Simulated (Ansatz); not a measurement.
Cr2N: from a starting cell to a relaxed one

The start is a relaxed Cr2N cell, doubled along one cell vector, shaken by Gaussian noise of σ = 0.08 Å a coordinate. The structure is fully relaxed (lattice and positions, P = 0) with PBEsol (plane waves to 420 eV, PAW, scalar-relativistic; Ansatz, an electronic-structure program). The first steps use a coarse 3×9×8 k-mesh.

The start:
```
Cr2N
1.0
   -2.88802     8.63149     5.04412
    1.44401    -4.31575     2.52206
    1.44401     4.31575    -2.52206
Cr N
8 4
Direct
  0.42956   0.94730   0.76950
  0.91753   0.83969   0.69230
  0.17234   0.65525   0.01064
  0.69119   0.68452   0.02902
  0.32668   0.31758   0.98595
  0.83250   0.32421   0.95738
  0.07552   0.14272   0.26842
  0.57080   0.11833   0.31010
  0.38092   0.74061   0.99856
  0.87354   0.73769   0.00042
  0.11641   0.29054   0.02914
  0.63317   0.27340   0.98935
```

Question: How much energy is released per atom?

Answer: 0.49 eV/atom.

Question: Does it find its way back to the structure it was made from?

Answer: It does not go back: it reaches C2/m (No. 12), 0.34 eV/atom below the parent.

Question: What band gap does the relaxed structure have at this level?

Answer: Zero (metallic).

Question: Give the final cell and atomic positions.

Answer: 
Space group C2/m (No. 12); a = 4.6622 Å, b = 2.7500 Å, c = 4.3624 Å, α = γ = 90.00°, β = 93.18°

| atom | site | symmetry | x | y | z |
|---|---|---|---|---|---|
| Cr | 4i | m | 0.1276 | 0.5000 | 0.2349 |
| N | 2c | 2/m | 0.5000 | 0.5000 | 0.5000 |
(The calculation used a cell of 3 atoms; values per cell refer to that cell.)

Final values are on a 19×19×11 k-mesh of the relaxed cell. The start holds a very short contact (Cr–N 1.72 Å). No spin polarisation in the result. The relaxed primitive cell holds an odd number of electrons. A magnetic state may lie lower.

The relaxed structure here is a generated cell of Cr2N: the first start was made by placing the elements on the sites of a structure type, and the end was not matched to a known phase here, so it may be hypothetical.
